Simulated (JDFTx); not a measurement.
Be(1 0 -1 0) slab cut from bulk Be (space group P6_3/mmc, indices of the conventional cell, lattice of the Materials Project entry mp-87, not re-optimised): 10 atoms in 10 planes, a 1x1 cell of 8.09 Å² (|a| = 2.265, |b| = 3.574 Å), 8.5 Å between the outermost planes, cell height 24.5 Å, 10×6×1 k mesh, Fermi smearing 0.01 Ha, no spin polarisation.

All numbers are PBE, GBRV ultrasoft potentials, plane waves to 20/100 Ha results from JDFTx (a modified build), not measurements. Vacuum. The outer atoms relax from bulk positions, keeping the cell's symmetry; the lattice is not PBE's own optimum in this code, and that strain can shift the moves by a few hundredths of an ångström. Input:

```
lattice \
  4.2798139136 0.0000000000 0.0000000000 \
  0.0000000000 6.7540701420 0.0000000000 \
  0.0000000000 0.0000000000 46.2982900533
coords-type Lattice
ion Be 0.7500000000 0.2500000000 -0.1734533410 1
ion Be 0.2500000000 0.7500000000 -0.1467682120 1
ion Be 0.2500000000 0.2500000000 -0.0933979530 0
ion Be 0.7500000000 0.7500000000 -0.0667128230 0
ion Be 0.7500000000 0.2500000000 -0.0133425650 0
ion Be 0.2500000000 0.7500000000 0.0133425650 0
ion Be 0.2500000000 0.2500000000 0.0667128230 0
ion Be 0.7500000000 0.7500000000 0.0933979530 0
ion Be 0.7500000000 0.2500000000 0.1467682120 1
ion Be 0.2500000000 0.7500000000 0.1734533410 1
ion-species pseudo/be_pbe_v1.4.upf
elec-cutoff 20 100
elec-ex-corr gga-PBE
coulomb-interaction Slab 001
coulomb-truncation-embed 0 0 0
kpoint-folding 10 6 1
elec-smearing Fermi 0.01
lcao-params 10
elec-n-bands 34
electronic-scf nIterations 100 energyDiffThreshold 1e-07
ionic-minimize nIterations 10 energyDiffThreshold 1e-5 knormThreshold 4e-4
dump-name vac.$VAR
dump End State Ecomponents EigStats BandEigs Forces ElecDensity IonicPositions Fillings Kpoints Dtot
```

Problem. How far do the free atoms of the upper face move along the normal, and how much energy is released?

Solution. Be (atom 10) -0.08 Å, Be (atom 9) 0.05 Å (positive: outward). The free energy falls by 0.042 eV per cell, 41 mJ/m².
